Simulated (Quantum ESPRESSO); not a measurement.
# Ru3Ta2Ga2Al: input and log of a self-consistent run

A calculation, not a measurement. The program is pw.x of Quantum ESPRESSO 7.5 (plane-wave density functional theory). The cell is made up: eight metal atoms on a face-centred cubic lattice, with elements, volume, strain and displacements drawn at random and not relaxed, so it may be unstable or far from any real phase. PseudoDojo standard norm-conserving files set the functional (PBE unless stated); there is no spin polarisation or spin-orbit coupling, the Fermi-Dirac width of 0.25 eV means electrons at about 2900 K, and the masses in the input are unused placeholders. Heavy elements are run without spin-orbit coupling, which real alloys of them have. A spin test at this wide smearing found no moment, but such smearing suppresses magnetism that the real alloy may have.

Input:

```
&control calculation='scf', pseudo_dir='./dojo.nc.sr.pbe.v0_5.standard.upf', outdir='./o', disk_io='minimal', tprnfor=.true., tstress=.true. /
&system ibrav=0, nat=8, ntyp=4, nbnd=66, ecutwfc=84.00895049, nosym=.true., tot_charge=0,
 occupations='smearing', smearing='fd', degauss=0.0183746611
/
&electrons conv_thr=1.470e-08, electron_maxstep=70, mixing_beta=0.5 /
ATOMIC_SPECIES
Al 1.0 Al.upf
Ga 1.0 Ga.upf
Ru 1.0 Ru.upf
Ta 1.0 Ta.upf
CELL_PARAMETERS angstrom
2.041 3.9095 1.9229
0.0539 3.8923 -3.8653
-3.8774 3.8176 -0.0209
ATOMIC_POSITIONS angstrom
Ru -0.0316 0.0067 -0.0041
Ru -1.9293 1.8966 -0.0103
Ru 0.0435 1.9281 -1.9281
Ta -1.9532 3.8384 -1.9479
Ga 0.0943 3.87 -0.0048
Al -1.8634 5.7952 -0.0444
Ga 0.1395 5.8016 -1.922
Ta -1.774 7.7435 -1.9392
K_POINTS automatic
5 5 5 1 1 1
```

The log is shortened where brackets say so; the opening notice, blank lines, dates and the lines on written files are dropped, and the path of the files is cut. It prints rydbergs, bohrs and kilobars, and counts compression as positive stress. Its total energy is the free energy E - TS of the whole cell.

```
     Program PWSCF v.7.5
     Parallel version (MPI & OpenMP), running on       4 processor cores
     Number of MPI processes:                 4
     Threads/MPI process:                     1
     [start-up lines left out]
     bravais-lattice index     =            0
     lattice parameter (alat)  =       9.0918  a.u.
     unit-cell volume          =     796.0653 (a.u.)^3
     number of atoms/cell      =            8
     number of atomic types    =            4
     number of electrons       =       103.00
     number of Kohn-Sham states=           66
     kinetic-energy cutoff     =      84.0090  Ry
     charge density cutoff     =     336.0358  Ry
     scf convergence threshold =      1.5E-08
     mixing beta               =       0.5000
     number of iterations used =            8  plain     mixing
     Exchange-correlation= PBE
                           (   1   4   3   4   0   0   0)
     [axes and pseudopotential details left out]
   Cartesian axes
     site n.     atom                  positions (alat units)
         1        Ru     tau(   1) = (  -0.0065680   0.0013926  -0.0008522  )
         2        Ru     tau(   2) = (  -0.4010038   0.3942071  -0.0021408  )
         3        Ru     tau(   3) = (   0.0090414   0.4007544  -0.4007544  )
         4        Ta     tau(   4) = (  -0.4059714   0.7978091  -0.4048698  )
         5        Ga     tau(   5) = (   0.0196002   0.8043771  -0.0009977  )
         6        Al     tau(   6) = (  -0.3873065   1.2045288  -0.0092285  )
         7        Ga     tau(   7) = (   0.0289950   1.2058590  -0.3994865  )
         8        Ta     tau(   8) = (  -0.3687248   1.6094817  -0.4030615  )
     number of k points=    63  Fermi-Dirac smearing, width (Ry)=  0.0184
                       cart. coord. in units 2pi/alat
        k(    1) = (  -0.0020331   0.1239630   0.0003296), wk =   0.0320000
        k(    2) = (  -0.1863473   0.1891595   0.0634113), wk =   0.0320000
     [further k points left out]
     Dense  grid:    82813 G-vectors     FFT dimensions: (  54,  64,  60)
     Estimated max dynamical RAM per process >     317.43 MB
     Estimated total dynamical RAM >       1.18 GB
     Initial potential from superposition of free atoms
     starting charge     102.9881, renormalised to     103.0000
     Starting wfcs are   72 randomized atomic wfcs
     total cpu time spent up to now is        6.7 secs
     per-process dynamical memory:   249.2 Mb
     Self-consistent Calculation
     iteration #  1     ecut=    84.01 Ry     beta= 0.50
     Davidson diagonalization with overlap
     ethr =  1.00E-02,  avg # of iterations =  3.6
     total cpu time spent up to now is       23.5 secs
     total energy              =   -1176.96489507 Ry
     estimated scf accuracy    <       1.20078449 Ry
     iteration #  2     ecut=    84.01 Ry     beta= 0.50
     Davidson diagonalization with overlap
     ethr =  1.17E-03,  avg # of iterations =  3.2
     total cpu time spent up to now is       40.0 secs
     total energy              =   -1176.73842773 Ry
     estimated scf accuracy    <       8.18709096 Ry
     iteration #  3     ecut=    84.01 Ry     beta= 0.50
     Davidson diagonalization with overlap
     ethr =  1.17E-03,  avg # of iterations =  2.0
     total cpu time spent up to now is       54.6 secs
     total energy              =   -1177.54179269 Ry
     estimated scf accuracy    <       0.03089566 Ry
     iteration #  4     ecut=    84.01 Ry     beta= 0.50
     Davidson diagonalization with overlap
     ethr =  3.00E-05,  avg # of iterations =  7.1
     total cpu time spent up to now is       73.5 secs
     total energy              =   -1177.54241927 Ry
     estimated scf accuracy    <       0.04873403 Ry
     iteration #  5     ecut=    84.01 Ry     beta= 0.50
     Davidson diagonalization with overlap
     ethr =  3.00E-05,  avg # of iterations =  2.0
     total cpu time spent up to now is       87.1 secs
     total energy              =   -1177.54693241 Ry
     estimated scf accuracy    <       0.01845069 Ry
     [iterations 6 to 9 left out]
     iteration # 10     ecut=    84.01 Ry     beta= 0.50
     Davidson diagonalization with overlap
     ethr =  5.22E-07,  avg # of iterations =  1.1
     total cpu time spent up to now is      153.4 secs
     total energy              =   -1177.54982888 Ry
     estimated scf accuracy    <       0.00000238 Ry
     iteration # 11     ecut=    84.01 Ry     beta= 0.50
     Davidson diagonalization with overlap
     ethr =  2.31E-09,  avg # of iterations =  4.0
     total cpu time spent up to now is      169.4 secs
     total energy              =   -1177.54982968 Ry
     estimated scf accuracy    <       0.00000052 Ry
     iteration # 12     ecut=    84.01 Ry     beta= 0.50
     Davidson diagonalization with overlap
     ethr =  5.07E-10,  avg # of iterations =  2.0
     total cpu time spent up to now is      183.0 secs
     total energy              =   -1177.54982974 Ry
     estimated scf accuracy    <       0.00000010 Ry
     iteration # 13     ecut=    84.01 Ry     beta= 0.50
     Davidson diagonalization with overlap
     ethr =  9.36E-11,  avg # of iterations =  2.0
     total cpu time spent up to now is      197.4 secs
     total energy              =   -1177.54982976 Ry
     estimated scf accuracy    <       0.00000002 Ry
     iteration # 14     ecut=    84.01 Ry     beta= 0.50
     Davidson diagonalization with overlap
     ethr =  2.34E-11,  avg # of iterations =  1.0
     total cpu time spent up to now is      209.8 secs
     End of self-consistent calculation
     [lines on levels left out]
!    total energy              =   -1177.54982976 Ry
     estimated scf accuracy    <          1.7E-09 Ry
     smearing contrib. (-TS)   =      -0.09186578 Ry
     internal energy E=F+TS    =   -1177.45796398 Ry
     The total energy is F=E-TS. E is the sum of the following terms:
     one-electron contribution =    -295.36130800 Ry
     hartree contribution      =     224.22578342 Ry
     xc contribution           =    -248.10314331 Ry
     ewald contribution        =    -858.21929609 Ry
     convergence has been achieved in  14 iterations
     Forces acting on atoms (cartesian axes, Ry/au):
     atom    1 type  3   force =     0.01589642    0.00123252    0.00706013
     atom    2 type  3   force =     0.00124984    0.00039899   -0.01066474
     atom    3 type  3   force =    -0.00259750    0.01115254    0.01000842
     atom    4 type  4   force =     0.04642761    0.00273723    0.03609760
     atom    5 type  2   force =     0.00885222    0.00487598    0.00320131
     atom    6 type  1   force =    -0.01729984    0.00106242    0.03093027
     atom    7 type  2   force =     0.00567964   -0.00255550   -0.02218002
     atom    8 type  4   force =    -0.05820838   -0.01890419   -0.05445297
     Total force =     0.112818     Total SCF correction =     0.000095
     Computing stress (Cartesian axis) and pressure
          total   stress  (Ry/bohr**3)                   (kbar)     P=       98.29
   0.00057108  -0.00049511  -0.00030283           84.01      -72.83      -44.55
  -0.00049511   0.00072023  -0.00027210          -72.83      105.95      -40.03
  -0.00030283  -0.00027210   0.00071325          -44.55      -40.03      104.92
     init_run     :      6.33s CPU      6.58s WALL (       1 calls)
     electrons    :    202.42s CPU    203.11s WALL (       1 calls)
     forces       :      2.13s CPU      2.14s WALL (       1 calls)
     stress       :      7.62s CPU      7.63s WALL (       1 calls)
     [timing details left out]
     PWSCF        :   3m38.66s CPU   3m39.63s WALL
     JOB DONE.
```

In other units: free energy -16021.382 eV for the cell, pressure 9.83 GPa, largest force component 1.497 eV/Å in size. The run took 221 s of wall time with four MPI processes on a shared machine (Intel Xeon, older, virtual cores), so the time is rough. A rerun of this cell at a higher cutoff and on a denser mesh moved values by no more than 0.005 eV in energy, 0.08 GPa in stress and 0.005 eV/Å in force, and a second program with other atomic files agreed on that cell to 2 % rms in force and 0.5 GPa in pressure.